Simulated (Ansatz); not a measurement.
**ZrGa3: stiffness from a series of strains**

```
CELL_PARAMETERS angstrom
-1.98550 1.98550 4.36450
1.98550 -1.98550 4.36450
1.98550 1.98550 -4.36450
ATOMIC_POSITIONS crystal
Zr 0.00000 0.00000 0.00000
Ga 0.50000 0.50000 0.00000
Ga 0.75000 0.25000 0.50000
Ga 0.25000 0.75000 0.50000
```

Atom numbers follow the list: Zr1, Ga2, Ga3, Ga4.

The cell comes from COD entry 1523054, which wasn't checked; take it as a given geometry. It is an old determination, and later ones may differ.

Spin polarisation is left out, and whether a magnetic state lies lower isn't shown here.

These are results of Ansatz 0.2.0, DFT, LDA, all-electron LAPW, scalar-relativistic, not measurements.

Sampling and basis: a Γ-centred 12×12×12 k mesh, Fermi–Dirac smearing of 0.03 eV, basis error target 1 meV/atom, no spin polarisation.

The strain is applied along the Cartesian axes of the cell as listed (the other components stay zero). Fractional coordinates are held (clamped ions).

σ is the change of stress from the unstrained cell, which is at -5.34 GPa; tension is positive, so slopes are stress–strain coefficients at that pressure. In a metal the k mesh adds noise.

Only quantities that a quadratic follows smoothly over the whole series are listed; rougher ones are left out.

```csv
εxx = εyy,σzz (GPa),σxx (GPa)
-0.0200,-2.47,-4.93
-0.0100,-1.19,-2.30
0.0000,0.00,0.00
0.0200,2.21,3.62
```

(1) Fit the series and read off the stiffness at zero strain.

(2) One run, at εxx = εyy = 0.0100, is withheld. Predict its row.

Results:

(1) Least-squares fits y = p0 + p1 x + p2 x² to the rows give σzz (GPa): p1 = 117, p2 = -340; σxx (GPa): p1 = 214, p2 = -1600. So C13 + C23 = 117 GPa and C11 + C12 = 214 GPa, for these axes.

(2) The fits give 1.14, 1.97; the run gave 1.15, 1.93.
